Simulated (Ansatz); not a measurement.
Consider the following.

Li₃Hg:
```
Li3Hg
1.0
    0.00000     3.22628     3.22628
    3.22628     0.00000     3.22628
    3.22628     3.22628     0.00000
Li Hg
3 1
Direct
  0.25000   0.25000   0.25000
  0.75000   0.75000   0.75000
  0.50000   0.50000   0.50000
  0.00000   0.00000   0.00000
```

This is the PBEsol-relaxed structure.

Task: All from plane-wave PAW PBEsol (Ansatz code), unless another level is named. Give the formation energy from the elements (no fitted shifts).

Result: -0.30 eV/atom.

Task: Next, the density of states at the Fermi level?

Result: 0.42 states/eV per atom (mean over ±0.08 eV).

Task: What about the gap with spin–orbit coupling?

Result: none (metallic).

Space group Fm-3m. The workflow started from an entry of the Crystallography Open Database (COD). Whether it is the stable phase at ambient conditions was not checked. The PBEsol relaxation kept the symmetry of its start; of distortions, only those at the zone centre were tested. The references are the lowest solids computed at this level, not always the standard phases. Scalar-relativistic: spin–orbit coupling is off unless named, which matters more the heavier the elements.

Potentials: the later of the program's two PAW sets.
